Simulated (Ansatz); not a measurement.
## Computed properties of Yb3Si5

Yb3Si5:
```
Yb3Si5
1.0
    6.41470     0.00000     0.00000
   -3.20735     5.55529     0.00000
    0.00000     0.00000     4.13346
Yb Si
3 5
Direct
  0.00000   0.63555   0.00000
  0.63555   0.00000   0.00000
  0.36445   0.36445   0.00000
  0.66667   0.33333   0.50000
  0.33333   0.66667   0.50000
  0.00000   0.25392   0.50000
  0.25392   0.00000   0.50000
  0.74608   0.74608   0.50000
```

Space group P-62m (No. 189); conventional cell a = 6.415 Å, b = 6.415 Å, c = 4.133 Å, α = 90.00°, β = 90.00°, γ = 120.00°.

Method: PBEsol in the plane-wave PAW code Ansatz. The cell and atoms are relaxed at this level. Other levels are named where they apply.

### Cell and energy

```json
{
 "volume_per_atom": "18.41 Å³",
 "density": "7.44 g/cm³",
 "Formation energy from the elements (no fitted shifts)": "-0.63 eV/atom"
}
```

### Electronic structure

```json
{
  "electronic_character": "metallic (no gap)",
  "Density of states at the Fermi level": "0.79 states/eV per atom (mean over ±0.08 eV)",
  "Gap with spin–orbit coupling": "none (metallic)"
}
```

### Mechanics

```json
{
  "Bulk modulus (Birch–Murnaghan fit)": "71.4 GPa",
  "Pressure derivative B′": "6.7",
  "Elastic constants (relaxed ions, GPa)": "C11 = 140, C12 = 27.0, C13 = 50.0, C33 = 145, C44 = 83.5",
  "mechanical_stability": "stable (all eigenvalues of C positive)",
  "hill_bulk_and_shear_moduli": "75.1 and 62.4 GPa",
  "Young's modulus": "147 GPa",
  "Poisson's ratio": "0.17",
  "debye_temperature_from_the_elastic_constants": "360 K"
}
```

### Phonons

```json
{
 "highest_zone_centre_frequency": "379 cm⁻¹",
 "zone_centre_stability": "no imaginary mode at Γ"
}
```

The workflow started from a Materials Project entry (that database holds measured and hypothetical structures alike); the Crystallography Open Database copy checked does not list it. Whether it is the stable phase at ambient conditions was not checked. The PBEsol relaxation kept the symmetry of its start. The run is not spin-polarised. The 4f shell is in the valence. No Hubbard U is applied. As this level gives no gap, shear constants depend on the k-mesh and smearing (Fermi–Dirac, 0.1 eV here). As this level gives no gap, phonon frequencies hold no LO–TO term and depend on the k-mesh and smearing (Fermi–Dirac, 0.1 eV here). The references are the lowest solids computed at this level, not always the standard phases. Scalar-relativistic: spin–orbit coupling is off unless named, which matters more the heavier the elements.

Potentials: the later of the program's two PAW sets.
